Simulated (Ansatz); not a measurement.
ZnS:
```xyz
16
Lattice="3.7434 0.0000 0.0000 -1.8717 3.2419 0.0000 0.0000 0.0000 24.4910" Properties=species:S:1:pos:R:3 pbc="T T T"
Zn     0.0000     0.0000     0.0015
Zn     0.0000     0.0000    12.2469
Zn     0.0000     2.1613     3.0603
Zn     1.8717     1.0806    15.3058
Zn     0.0000     2.1613     9.1891
Zn     1.8717     1.0806    21.4346
Zn     0.0000     2.1613    18.3690
Zn     1.8717     1.0806     6.1235
S      0.0000     0.0000     2.2948
S      0.0000     0.0000    14.5403
S      0.0000     2.1613     5.3533
S      1.8717     1.0806    17.5988
S      0.0000     2.1613    11.4813
S      1.8717     1.0806    23.7268
S      0.0000     2.1613    20.6671
S      1.8717     1.0806     8.4217
```

Relaxed with LDA. Special points in fractions of this cell's reciprocal vectors: Γ (0.000, 0.000, 0.000); M (0.500, 0.000, 0.000); K (0.333, 0.333, 0.000); A (0.000, 0.000, 0.500); L (0.500, 0.000, 0.500); H (0.333, 0.333, 0.500).

Problem. List the band energies nearest the valence-band maximum at these points for LDA in the plane-wave PAW code Ansatz.

Solution. In eV from the valence-band maximum; about four levels below and three above (degenerate sets whole), none deeper than 8.9 eV; points with the same levels are listed once.

```csv
k,below,above
Γ,-0.16 -0.16 -0.03 0.00 0.00,2.14 2.96 3.04
M,-1.23 -1.23 -1.15 -0.97,3.09 3.12 3.46
K,-1.84 -1.84 -1.80 -1.70 -1.70,4.11 4.41 4.41
A,-0.04 -0.04 -0.04 -0.04,2.46 2.46 3.16 3.16
L,-1.27 -1.27 -1.04 -1.04,3.20 3.20 3.38 3.38
H,-1.88 -1.88 -1.64 -1.64,4.24 4.24 4.31 4.31
```

Space group P6_3mc. The workflow started from an entry of the Crystallography Open Database (COD). Its sites differ from those of the usual phase in this space group: another stacking or structure type. Symmetry was held in the LDA relaxation; its stability against distortions is not shown here.

Potentials: the later of the program's two PAW sets.
